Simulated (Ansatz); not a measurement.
**MgPd₅ (P-62m): electronic heat capacity and spin susceptibility from the density of states**

Method: Ansatz 0.2.0, DFT r2SCAN, scalar-relativistic, plane waves, PAW.

Plane waves to 500 eV, a k mesh through Γ of 9×9×8 on the computed 6-atom cell and Gaussian smearing (0.10 eV); no spin polarisation.

Relaxed cell: P-62m, a = 4.813 Å, b = 4.813 Å, c = 4.524 Å, α = 90.00°, β = 90.00°, γ = 120.00°, 6 atoms in the primitive cell. Whether it is the stable form of this composition wasn't checked.

The density of states at the Fermi level is 6.530 states/eV in the cell of 6 atoms (1 formula unit; both spins, tetrahedra on a 14×14×12 mesh).

Task: What Sommerfeld coefficient and Pauli susceptibility does this give?

Result: Per formula unit N(E_F) = 6.530 states/eV. γ = (π²/3) k_B² N(E_F) N_A = 2.357 mJ/(mol K²) per state/eV, so γ = 15.4 mJ/(mol K²), a mole of formula units. χ_P = μ_B² N(E_F) N_A = 3.23×10⁻⁵ emu/mol per state/eV gives 21.1×10⁻⁵ emu/mol. This is the bare band result: a measured γ of the same phase is as a rule larger by a factor 1 + λ from phonons and spin fluctuations, the spin part of χ is larger by the Stoner factor, and a measured χ also holds orbital and core terms. N(E_F) at one energy is sensitive to the mesh where the density of states has sharp peaks.

Cost: 1 run of about 5.7 core-minutes, on Arm Neoverse V2 (shared hosts).